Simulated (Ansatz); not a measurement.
VBiO4 (I4_1/a), relaxed with LDA (Ansatz, an electronic-structure program, plane waves, PAW): a = 5.063 Å, b = 5.063 Å, c = 11.431 Å, α = 90.00°, β = 90.00°, γ = 90.00°.

gap (eV): 2.02
ΔH_f (eV/atom): -2.06
B₀ by P(V) fit (GPa): 147
ε∞: 7.33
electron conductivity mass (mₑ): 0.99

The same phase is relaxed and computed with PBEsol in the same code. What are the cell and these values now?

a = 5.1074 Å, b = 5.1074 Å, c = 11.5764 Å, α = 90.00°, β = 90.00°, γ = 90.00°.

gap (eV): 2.09
ΔH_f (eV/atom): -1.97
B₀ by P(V) fit (GPa): 135
ε∞: 7.20
electron conductivity mass (mₑ): 1.0

All cells were relaxed under the symmetry of their starts (and spin orders); stability against distortions was not tested throughout. Rows with no word on spin ran without spin polarisation. Scalar-relativistic: spin–orbit coupling is off unless named, which matters more the heavier the elements.

Potentials: the later of the program's two PAW sets.

Ansatz is a plane-wave DFT program.

Formation energies count from the lowest solids of the elements computed at the same level, not from gases.
